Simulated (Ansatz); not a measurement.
Input:

Ta$_{5}$As$_{4}$:
```yaml
crystal:
  lattice:
    - [-4.85833, 4.85833, 1.68367]
    - [4.85833, -4.85833, 1.68367]
    - [4.85833, 4.85833, -1.68367]
  atoms:
    - { symbol: Ta, position: [0.00000, 0.00000, 0.00000] }
    - { symbol: As, position: [0.71364, 0.05178, 0.76543] }
    - { symbol: As, position: [0.94822, 0.71364, 0.66186] }
    - { symbol: As, position: [0.28636, 0.94822, 0.23457] }
    - { symbol: As, position: [0.05178, 0.28636, 0.33814] }
    - { symbol: Ta, position: [0.63169, 0.30567, 0.93737] }
    - { symbol: Ta, position: [0.69433, 0.63169, 0.32602] }
    - { symbol: Ta, position: [0.36831, 0.69433, 0.06263] }
    - { symbol: Ta, position: [0.30567, 0.36831, 0.67398] }
```

This is the LDA-relaxed structure.

Task: All from LDA (plane waves, PAW; program Ansatz), unless another level is named. Estimate the electronic character.

Result: metallic (no gap).

Task: What about the density of states at the Fermi level?

Result: 0.32 states/eV per atom (mean over ±0.08 eV).

Task: Give the formation energy from the elements (no fitted shifts).

Result: -0.57 eV/atom.

Space group I4/m. The workflow started from an entry of the Crystallography Open Database (COD). Its standing as an ambient phase is unchecked. Symmetry was held in the LDA relaxation; whether a distortion lowers the energy is not shown. No spin polarisation was allowed. The references are the lowest solids computed at this level, not always the standard phases. Spin–orbit coupling is left out wherever it is not named.

Potentials: the later of the program's two PAW sets.
